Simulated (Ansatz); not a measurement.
## Perturbing Ti

Base: an entry of the Crystallography Open Database (COD), whose atoms a relaxation with PBE at fixed cell left in place.

```yaml
crystal:
  lattice:
    - [2.95000, 0.00000, 0.00000]
    - [-1.47500, 2.55477, 0.00000]
    - [0.00000, 0.00000, 4.68600]
  atoms:
    - { symbol: Ti, position: [0.33333, 0.66667, 0.25000] }
    - { symbol: Ti, position: [0.66667, 0.33333, 0.75000] }
```

Atoms are numbered from 1 in the order listed; like atoms form one site, named after its first atom.

All values are calculated (Ansatz; DFT, PBE, plane waves and PAW, scalar-relativistic, 420 eV cutoff, Γ-centred 18×18×10 k-points, Fermi–Dirac smearing 0.05 eV), not measured.

Q: Variant: z compressed by 3 %, ions relaxed. What happens to the gradients (10²¹ V/m²)?

A: 

| site | atoms | V_zz base | η base | V_zz variant | η variant |
| --- | --- | --- | --- | --- | --- |
| Ti | 1, 2 | 1.86 | 0.00 | 2.62 | 0.00 |

The largest change of V_zz is on Ti, from 1.86 to 2.62.

The run finds no gap above 0.1 eV (a metal, or nearly one), so the gradients can move by 10 % or more with the k-mesh.
